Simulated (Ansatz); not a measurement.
**One input, then a changed one: GaN (zincblende type)**

First run: DFT, r2SCAN, PAW with Ansatz's default frozen-core files, scalar-relativistic (Ansatz 0.2.0).

Command: `ansatz run input.yaml --threads 2 --pin off --max-ram 4096MiB --backend cpu --events-out ev --progress --plain --runs-dir out` It took 12 s on 2 threads of Intel(R) Xeon(R) 6975P-C (Granite Rapids), with other jobs on the host, peak memory 0.42 GiB.

```yaml
crystal:
  lattice:
    - [0.0, 2.1670925389, 2.1670925389]
    - [2.1670925389, 0.0, 2.1670925389]
    - [2.1670925389, 2.1670925389, 0.0]
  atoms:
    - { symbol: Ga, position: [0.0, 0.0, 0.0] }
    - { symbol: "N", position: [0.25, 0.25, 0.25] }
kpoints:
  mp_grid: { grid: [13, 13, 13] }
scf:
  occupations: { method: fermi_dirac, width: 0.02 }
hamiltonian:
  xc: r2scan
  pseudopotentials: { kind: paw }
output:
  forces: true
  stress: true
relax:
  f_tol: 0.005
  max_steps: 40
  cell: {}
```

The start is a guessed cell of a prototype that needn't be stable.

This run: bulk cell relaxed.

It converges in 41 SCF iterations over all geometries at a pressure of 0.00 GPa, ending at 11.37 Å³/atom, cutoff 500 eV.

The input is then changed:

```diff
 kpoints:
-  mp_grid: { grid: [13, 13, 13] }
+  mp_grid: { grid: [10, 10, 10], shift: [0.5, 0.5, 0.5] }
 scf:
-  occupations: { method: fermi_dirac, width: 0.02 }
+  occupations: { method: cold, width: 0.025 }
 hamiltonian:
```

Question: What does the second run give?

Answer: It converges in 41 SCF iterations over all geometries at a pressure of 0.00 GPa, ending at 11.37 Å³/atom, cutoff 500 eV, free energy 0.0 meV/atom against the first run's. The settings are coarser than usual, but the energy hardly moved. Results part of its log:
```
Warning: crystal.symmetry: narrowed to the stabiliser of the k-point mesh — unitary ops 24 → 6; excluded 18 operations that carry a point of the 10×10×10 mesh (shift [0.5, 0.5, 0.5]) off the mesh (the run samples exactly the mesh kpoints.mp_grid names, as under crystal.symmetry.detect: false, and its converged state has the mesh's symmetry, not the crystal's; ε∞, the Born charges and the force con
basis re-selected at this cell: Δ(F+E_penalty+E_count) = -4.945e-6 eV, ΔP = +0.000 GPa vs the last step (what re-selecting the basis moved, of the pressure what is left beyond the Pulay correction that the steps carried, after the strain that the cell walked since its last selection, with what the two solves' SCF thresholds leave and, on support functions, any second-order correction that the steps lacked; it is no measure of the basis error at this ecutwfc). This SCF's stress stands 9.85e-4 GPa from its target on what of the cell is left free (relax.cell.stress_tol is 5.00e-2 GPa) and its largest allowed force component is 3.71e-7 eV/Å (relax.f_tol is 5.00e-3 eV/Å): within both
SCF converged after 4 iterations
Stability not checked: this state was not tested for a lower state beside it, because cold or Methfessel-Paxton smearing, or corrected tetrahedra, fill the levels in a way that the test cannot read (fill_not_monotonic; see scf.lower_state_search)
Free energy (F): -4176.373167 eV
Harris-Foulkes:  -4176.373167 eV  (|F-HF|=3.64e-12)
Internal energy: -4176.373167 eV  (E = F + TS)
E sigma→0 (E₀):  -4176.373167 eV
Fermi energy:    10.694146 eV
Step filling:    the computed levels leave a gap of 2.4774 eV = 99.1 smearing widths at the electron count; against every level under it full and every level over it empty, smearing changes F+E_penalty+E_count by +0.00e0 meV and its σ→0 estimate by +0.00e0 meV
--- Per-component energies (eV) ---
  E_band       = -15.032523
  E_kinetic    = 247.080849
  E_local      = -1948.482446  (includes V_loc(G=0)·N_el)
  E_nonlocal   = 476.372013
  E_hartree    = 898.975031
  E_xc         = -121.774767
  E_vxc        = -143.644062  (∫ρ·V_xc dr)
  E_paw        = -2137.212713  (= ΣΔE_a)
  E_vpaw       = -452.160638  (= ΣTr[D̂ρ^β])
[... lines left out ...]
  E_closure    = 0.000000  (closes the sum)
  Σ components = -4176.373167   (vs F -4176.373167, Δ=0.00e0)
--- Forces (eV/Å), atoms counted from 1 ---
  atom   1  Ga     0.00000036     0.00000036     0.00000036
  atom   2  N     -0.00000038    -0.00000038    -0.00000038
  max |Σ_I F_I| component: 1.32e-8 eV/Å
--- Stress (GPa, compression-positive) ---
        0.000980      -0.000005      -0.000005
       -0.000005       0.000980      -0.000005
       -0.000005      -0.000005       0.000980
  P = ⅓ Tr σ = 0.0010 GPa (0.010 kbar)
--- Relaxed structure (5 steps of the walk, 5 accepted, 2 SCFs on fresh bases) ---
  F+E_penalty+E_count = -4176.37316745 eV   max|allowed force component| = 3.710e-7 eV/Å   (the final SCF, on the basis selected at the relaxed cell)
  cell:  # Å, volume = 22.7493 Å³
    - [-7.995297899622241e-6, 2.248943953164766, 2.248943953164766]
    - [2.248943953164766, -7.995297899643447e-6, 2.248943953164766]
    - [2.248943953164766, 2.248943953164766, -7.995297899631328e-6]
  atoms:
    - { symbol: Ga, position: [-6.860007279884691e-7, -6.860007279884695e-7, -6.860007279884691e-7] }
    - { symbol: N, position: [0.25000068600072795, 0.25000068600072795, 0.25000068600072783] }
```
